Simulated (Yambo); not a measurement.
Material: RhAgO$_{2}$ (space group R-3m, No. 166) under isotropic strain of +2 % on all lattice vectors; a = b = c = 6.5660 Å, α = β = γ = 27.44° (4 atoms in the cell). The PBEsol cell relaxed from Materials Project entry mp-1018033 was given an isotropic strain of +2 % on all lattice vectors, and the atoms were relaxed again.

With PBEsol (Quantum ESPRESSO, PseudoDojo norm-conserving, 88 Ry, no spin-orbit coupling), the gap between the mesh's edge points (Z → (0.25, -0.5, -0.5)) is 0.564 eV.

Question: By how much does one-shot G0W0 (Yambo; 4×4×4 Γ-centred k mesh, bands 9 to 112 and a 8 Ry block in the screening, 112 bands in G with the Bruneval-Gonze terminator, plasmon pole fitted at 27.2 eV) open this gap, and what gap results?

Answer: The correction is 0.369 eV, giving 0.933 eV, 1.7 times the PBEsol value. The mesh misses a band edge: along a dense path the PBEsol gap is 0.30 eV against 0.56 eV on the mesh. Convergence of the G0W0 settings was not tested. Spin-orbit splittings are left out.

The structure is a Materials Project entry; no match was found in the copy of COD used, and its stability was not checked.
